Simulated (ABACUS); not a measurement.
A self-consistent single point of AlInSb2 (P-4m2, 4 atoms in the cell; from Materials Project mp-1228890, changed as shown) with ABACUS.

Method: LDA (PW92), PseudoDojo 0.4 standard norm-conserving LDA (tails mended) pseudopotentials (plane waves; ABACUS).

The change in words: volume scaled by 1.02. Reference geometry (P-4m2):
```
AlInSb2
1.0
    4.50617     0.00000     0.00000
    0.00000     4.50617     0.00000
    0.00000     0.00000     6.34882
Al In Sb
1 1 2
Direct
  0.00000   0.00000   0.00000
  0.50000   0.50000   0.50000
  0.00000   0.50000   0.23337
  0.50000   0.00000   0.76663
```

Reference input (self-consistent single point, DFT, LDA (PW92), plane waves, PseudoDojo 0.4 standard norm-conserving LDA (tails mended) pseudopotentials): KPT = Gamma 4 4 4 0 0 0; basis_type = pw; dft_functional = PWLDA; ecutwfc = 84 Ry; smearing_method = gaussian; smearing_sigma = 0.00367493 Ry; potentials = PseudoDojo 0.4 standard norm-conserving LDA (tails mended); symmetry = 1; symmetry_prec = 1e-05; ks_solver = dav_subspace; scf_nmax = 100; scf_thr = 1.0e-09 Ry. This run's input differs from it in these lines:

```diff
@@ -27,8 +27,8 @@
 LATTICE_CONSTANT
-8.515427
+8.571824
 
 LATTICE_VECTORS
-   1.0000000201    0.0000000000    0.0000000000
-   0.0000000000    1.0000000201    0.0000000000
-   0.0000000000    0.0000000000    1.4089171353
+   1.0000000184    0.0000000000    0.0000000000
+   0.0000000000    1.0000000184    0.0000000000
+   0.0000000000    0.0000000000    1.4089171941
 
@@ -45,3 +45,3 @@
 1
-   4.2577135855    4.2577135855    5.9987655073 1 1 1
+   4.2859120787    4.2859120787    6.0384951093 1 1 1
 
@@ -50,4 +50,4 @@
 2
-   0.0000000000    4.2577135855    2.7998638129 1 1 1
-   4.2577135855    0.0000000000    9.1976672017 1 1 1
+   0.0000000000    4.2859120787    2.8184072073 1 1 1
+   4.2859120787    0.0000000000    9.2585830113 1 1 1
 # file: KPT
```

Output (repeated stretches shortened):

```
 SELF-CONSISTENT
 -------------------------------------------
                                 init_chg = atomic

 PW ALGORITHM --------------- ION=   1  ELEC=   1--------------------------------

 Notice: Threshold on eigenvalues was too large.

 Density error is 0.0750134409463
                          Error Threshold = 0.000162457286591
 E_KohnSham     -500.0662367701      -6803.7501974907
 E_Fermi        0.4523400822         6.1544025510

 PW ALGORITHM --------------- ION=   1  ELEC=   2--------------------------------

 Density error is 0.0208558748874
                          Error Threshold = 0.000163072697709
   [... lines left out ...]

 Density error is 6.50642561459e-09
                          Error Threshold = 1.94241187288e-10
 E_KohnSham     -500.0640073981      -6803.7198653285
 E_Fermi        0.4706730352         6.4038351740

 PW ALGORITHM --------------- ION=   1  ELEC=   9--------------------------------

 Density error is 3.6663922252e-10
                          Error Threshold = 1.414440351e-11
 E_KohnSham     -500.0640073991      -6803.7198653425
 E_KS(sigma->0) -500.0639963593      -6803.7197151378
 E_entropy(-TS) -0.0000220797        -0.0003004093
 E_Fermi        0.4706803350         6.4039344929
 charge density convergence is achieved
 final etot is -6803.7198653 eV
 EFERMI = 6.4039344929 eV

 STATE ENERGY(eV) AND OCCUPATIONS    NSPIN == 1
   [... 30 lines left out ...]

 TOTAL-FORCE (eV/Angstrom)
                       Al1         0.0000000000         0.0000000000         0.0000000000
                       In1         0.0000000000         0.0000000000         0.0000000000
                       Sb1         0.0000000000         0.0000000000         0.0425134313
                       Sb2         0.0000000000         0.0000000000        -0.0425134313

 TOTAL-STRESS (KBAR)
       -27.0317135334         0.0000000000         0.0000000000
         0.0000000000       -27.0317135334         0.0000000000
        -0.0000000000        -0.0000000000       -32.1493766309
 TOTAL-PRESSURE: -28.737601 KBAR

 --------------------------------------------
 !FINAL_ETOT_IS -6803.7198653424829899 eV
 --------------------------------------------
```

The run converged in 9 iterations. Against the reference run the free energy rises by 10.0 meV/atom, the pressure goes from -2.10 to -2.87 GPa and the largest force goes from 0.034 to 0.043 eV/Å.

Spin-orbit coupling is left out, which matters for bands and gaps with elements this heavy. The structure comes from a collection of computed structures, made at another level of theory; the collection holds predicted forms beside known ones. No clean gap shows at this smearing width and mesh (spacing up to 0.35 Å⁻¹); the mesh is coarse for partly filled bands, so the values carry mesh errors. Semi-local functionals can close small gaps.

Cost on one core: roughly 80 core-seconds.

“Tails mended”: in these copies of the files the far tail of each local potential was reset to the Coulomb form.
